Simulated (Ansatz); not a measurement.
## Structure relaxation, WC

The start is a generated trial cell of WC in the WC structure type. Cell shape, volume and atoms are optimised at zero target pressure with PBEsol (plane waves to 420 eV, PAW, scalar-relativistic; Ansatz, a quantum-chemistry and plane-wave program). First-step values are on the input's coarse k-mesh.

Ansatz input (later rounds restart from its end on a renewed k-mesh):
Ansatz 0.2 input:
```yaml
crystal:
  lattice:
    - [2.9065001, 0, 0]
    - [-1.45325, 2.5171029, 0]
    - [0, 0, 2.8366]
  atoms:
    - { symbol: W, position: [0, 0, 0] }
    - { symbol: C, position: [0.66666667, 0.33333333, 0.5] }
basis: { ecutwfc: 420, ecutrho_ratio: 4, xc_grid: 2, fft_grid_basis: typed }
kpoints: { mp_grid: { grid: [9, 9, 8] } }
hamiltonian:
  xc: pbesol
  dispersion: none
  pseudopotentials: { kind: paw }
scf: { occupations: { method: fermi_dirac, width: 0.05 } }
relax: { f_tol: 0.01, max_steps: 100, cell: { stress_tol: 0.02 } }
output: { forces: true, stress: true }
```

```yaml
outcome: The space group stays P-6m2 (No. 187) (the run could not lower it); the end is AFLOW prototype AB_hP2_187_d_a (B_h, as in WC), with 2 atoms in the primitive cell
volume_change: -0.9 %, from 10.38 to 10.29 Å³/atom
Shortest distances (start → end): "The closest pairs of elements (up to four, under 3.6 Å), start → end: C–W 2.20 → 2.19 Å; W–W 2.84 → 2.83 Å; C–C 2.84 → 2.83 Å"
band_gap_at_the_end: no gap (metallic)
optimiser_moves: 6
```

Final values are on a 18×18×16 k-mesh of the relaxed cell. No spin polarisation in the result.

The run could not lose the symmetry of its start.

All atoms sit on sites fixed by symmetry, so only the cell could relax.
